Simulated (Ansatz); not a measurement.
Total density of states per atom from the program Ansatz at the PBE level (PAW), in 0.25 eV bins, energy from the valence-band maximum:

```
E (eV)  states/eV/atom
------  --------------
-7.85             0.00
-7.60             0.00
-7.35             0.00
-7.10             0.00
-6.85             0.00
-6.60             0.08
-6.35             1.06
-6.10             0.82
-5.85             0.44
-5.60             0.31
-5.35             0.24
-5.10             0.19
-4.85             0.16
-4.60             0.13
-4.35             0.11
-4.10             0.09
-3.85             0.07
-3.60             0.34
-3.35             0.71
-3.10             0.58
-2.85             0.59
-2.60             0.74
-2.35             0.85
-2.10             0.81
-1.85             0.77
-1.60             0.75
-1.35             0.72
-1.10             0.63
-0.85             0.38
-0.60             0.25
-0.35             0.15
-0.10             0.05
0.15              0.00
0.40              0.00
0.65              0.00
0.90              0.01
1.15              0.04
1.40              0.12
1.65              0.28
1.90              0.47
2.15              0.71
2.40              1.05
2.65              0.69
2.90              0.46
3.15              0.48
3.40              0.45
3.65              0.39
3.90              0.40
4.15              0.56
4.40              1.13
4.65              0.71
4.90              0.57
```

Task: Pick the material that matches.
A. AlN, zinc blende
B. BeSe, zinc blende
C. GaAs, zinc blende
D. CuI, zinc blende

Result: C, GaAs, zinc blende. Top 1 eV of the valence band: As 4p 76 %, Ga 4p 22 %. Bottom 1 eV of the conduction band: Ga 4s 36 %, As 4s 22 %, Ga 4p 20 %, As 4p 19 %. Projections are on Löwdin-orthogonalised atomic valence shells; empty p or d shells of many metals are not among them.

Space group F-43m (zinc blende). The cell was relaxed with PBE under the symmetry of its start. Scalar-relativistic: spin–orbit coupling is off unless named, which matters more the heavier the elements.

Potentials: the later of the program's two PAW sets.
